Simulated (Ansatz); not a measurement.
The relaxed structure here is a generated cell of B2Se3: the first start was made by placing the elements on the sites of a structure type, and the end was not matched to a known phase here, so it may be hypothetical.

A structure of B₂Se₃ relaxed with r2SCAN (plane waves to 500 eV, PAW, scalar-relativistic; Ansatz, a quantum-chemistry and plane-wave program); single points at other levels follow on the same geometry (Ansatz, PAW; HSE06 at 420 eV on a 2×6×2 k-mesh; no spin-orbit coupling). Space group Pnma (No. 62).

```cif
data_B8Se12
_chemical_formula_sum 'B8 Se12'
_space_group_name_H-M_alt 'Pnma'
_space_group_IT_number 62
_space_group_name_Hall '-P 2ac 2n'
_cell_length_a 11.03136
_cell_length_b 3.23654
_cell_length_c 12.37106
_cell_angle_alpha 90.000
_cell_angle_beta 90.000
_cell_angle_gamma 90.000
loop_
_atom_site_label
_atom_site_type_symbol
_atom_site_symmetry_multiplicity
_atom_site_Wyckoff_symbol
_atom_site_fract_x
_atom_site_fract_y
_atom_site_fract_z
_atom_site_occupancy
B1 B 4 c 0.38641 0.25000 0.28279 1
B2 B 4 c 0.09240 0.25000 0.54294 1
Se1 Se 4 c 0.31211 0.25000 0.14130 1
Se2 Se 4 c 0.08782 0.75000 0.41625 1
Se3 Se 4 c 0.06707 0.25000 0.86337 1
```

```json
[
 {"level": "r2SCAN", "gap (eV)": "0.69", "kind": "indirect", "conduction minimum": "T"},
 {"level": "HSE06", "gap (eV)": "…", "kind": "–", "conduction minimum": "…"}
]
```

Task: What belongs in the gaps?

Result: 
- HSE06, gap (eV): 1.04
- HSE06, conduction minimum: k = (0, -0.5, -0.5)

HSE06 gaps come from a coarse mesh plus a few chosen points, so they may be too large. For this cell size the semilocal gaps come from the SCF mesh and high-symmetry points. No spin polarisation in the result.

The run could not lose the symmetry of its start: the end is stationary, and may be a saddle point rather than a minimum.
